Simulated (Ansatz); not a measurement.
Here is the system:

Sn$_{3}$Te$_{2}$Se:
```yaml
crystal:
  lattice:
    - [4.33526, 0.00000, 0.00000]
    - [-2.16763, 3.75445, 0.00000]
    - [0.00000, 0.00000, 10.55748]
  atoms:
    - { symbol: Sn, position: [0.00000, 0.00000, 0.50000] }
    - { symbol: Sn, position: [0.33333, 0.66667, 0.15139] }
    - { symbol: Sn, position: [0.66667, 0.33333, 0.84861] }
    - { symbol: Te, position: [0.33333, 0.66667, 0.67449] }
    - { symbol: Te, position: [0.66667, 0.33333, 0.32551] }
    - { symbol: Se, position: [0.00000, 0.00000, 0.00000] }
```

This is the LDA-relaxed structure.

Question: All from the program Ansatz at the LDA level (PAW), unless another level is named. Give the bulk modulus (Birch–Murnaghan fit).

Answer: 53.2 GPa.

Question: And the highest zone-centre frequency?

Answer: 145 cm^-1.

Space group P-3m1. The workflow started from a Materials Project entry (that database holds measured and hypothetical structures alike); the Crystallography Open Database copy checked does not list it. Whether it is the stable phase at ambient conditions was not checked. Symmetry was held in the LDA relaxation; of distortions, only those at the zone centre were tested. As this level gives no gap, phonon frequencies hold no LO–TO term and depend on the k-mesh and smearing (Fermi–Dirac, 0.1 eV here). Spin–orbit coupling is left out wherever it is not named.

Potentials: the later of the program's two PAW sets.
